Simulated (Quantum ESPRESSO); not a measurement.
# Al7InAs8: convergence and cost over cutoff and k mesh

A calculation, not a measurement. The program is pw.x of Quantum ESPRESSO 7.5 (plane-wave density functional theory). The cell is made up: 16 atoms on a doubled zincblende/diamond lattice, with randomly drawn elements, strain and displacements, not relaxed. PseudoDojo standard norm-conserving files (v0.5 for PBE, v0.4.1 for LDA and PBEsol) set the functional; there is no spin polarisation, spin-orbit coupling or dispersion term, and the masses in the input are unused placeholders.

Input of the run in row 4:

```
&control calculation='scf', pseudo_dir='./dojo.nc.sr.pbe.v0_5.standard.upf', outdir='./o', disk_io='low', tprnfor=.true., tstress=.true. /
&system ibrav=0, nat=16, ntyp=3, nbnd=83, ecutwfc=84.00895049, nosym=.true., tot_charge=0,
 occupations='smearing', smearing='fd', degauss=0.0018374661
/
&electrons conv_thr=7.350e-09, electron_maxstep=60, /
ATOMIC_SPECIES
Al 1.0 Al.upf
As 1.0 As.upf
In 1.0 In.upf
CELL_PARAMETERS angstrom
5.6642 0.0 0.0
0.0 5.6642 0.0
0.0 0.0 11.3285
ATOMIC_POSITIONS angstrom
Al -0.0395 0.214 -0.0741
Al -0.1159 2.6845 2.7657
Al 2.7512 0.0557 2.9572
Al 2.8075 3.0452 -0.1672
Al 0.0432 0.0014 5.7602
Al -0.0379 2.8487 8.3491
Al 2.8152 -0.0981 8.5952
In 2.7168 2.8776 5.7265
As 1.2937 1.6587 1.4641
As 1.2531 4.1451 4.3476
As 4.1941 1.5441 4.1633
As 4.2531 4.3017 1.5125
As 1.4388 1.3926 7.224
As 1.4124 4.2566 9.8391
As 4.1673 1.6944 10.0111
As 4.3082 4.3414 7.0936
K_POINTS automatic
4 4 2 1 1 1
```

The same cell was run at these settings. Meshes are shifted by half a step, and differences are from the last row, which is itself not exact.

```
cutoff (eV)     k mesh  k points solved  threshold (eV)  free energy less the last row's (eV)  pressure (GPa)  largest stress difference (GPa)  largest force difference (eV/Å)  iterations  wall time (s)  k-point pools        processor
        800  2 x 2 x 2                4           1e-04                                19.319          -68.75                            75.70                            0.090          10             74              4  AMD EPYC, older
       1143  1 x 1 x 1                1           1e-07                                 5.011            8.73                             2.33                            0.416          13            137              4  AMD EPYC, older
        629  4 x 4 x 2               16           1e-07                               208.925         -440.23                           446.84                            0.102          12            153              4  AMD EPYC, older
       1143  4 x 4 x 2               16           1e-07                                 0.016            6.59                             0.00                            0.003          13            391              4  AMD EPYC, older
       1437  6 x 6 x 4               72           1e-07                                 0.000            6.59                             0.00                            0.000          13           2954              4  AMD EPYC, older
```

Each pool is one process. Wall times include start-up and a band step at six k points, which weighs most on the coarsest meshes. The runs were on shared virtual cores whose load varied, so times are rough.